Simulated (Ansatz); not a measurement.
Si2Mo:
```yaml
crystal:
  lattice:
    - [-1.60104, 1.60104, 3.90982]
    - [1.60104, -1.60104, 3.90982]
    - [1.60104, 1.60104, -3.90982]
  atoms:
    - { symbol: Si, position: [0.66471, 0.66471, 0.00000] }
    - { symbol: Si, position: [0.33529, 0.33529, 0.00000] }
    - { symbol: Mo, position: [0.00000, 0.00000, 0.00000] }
```

Relaxed with r²SCAN. Special points in fractions of this cell's reciprocal vectors: Γ (0.000, 0.000, 0.000); X (0.000, 0.000, 0.500); P (0.250, 0.250, 0.250); N (0.000, 0.500, 0.000); M (0.500, 0.500, -0.500); S (0.292, 0.708, -0.292); S0 (-0.292, 0.292, 0.292); R (-0.084, 0.084, 0.500); G (0.500, 0.500, -0.084).

Question: List the band energies nearest the Fermi level at these points for r²SCAN (plane waves, PAW; program Ansatz).

Answer: In eV from the Fermi level; about four levels below and three above (degenerate sets whole), none deeper than 8.9 eV; points with the same levels are listed once.

```csv
k,below,above
Γ,-3.45 -3.10 -2.79 -2.79,0.36 3.42 3.49
X,-5.34 -4.69 -3.23 -1.39,2.60 3.02 3.46
P,-6.42 -2.87 -2.25 -2.25,0.52 2.60 4.26 4.26
N,-4.81 -2.77 -2.65 -0.55,2.53 3.29 4.47
M,-0.60 -0.60 -0.55 -0.55,0.50 5.18 5.82
S,-2.88 -2.67 -2.39 -0.44,1.74 3.21 3.83
R,-4.71 -3.94 -3.10 -1.97,2.02 2.27 2.89
```

Space group I4/mmm (MoSi2 or CaC2 type). The cell was relaxed with r²SCAN under the symmetry of its start; of distortions, only those at the zone centre were tested. The run is not spin-polarised. Scalar-relativistic: spin–orbit coupling is off unless named, which matters more the heavier the elements.

Potentials: the earlier of the program's two PAW sets.
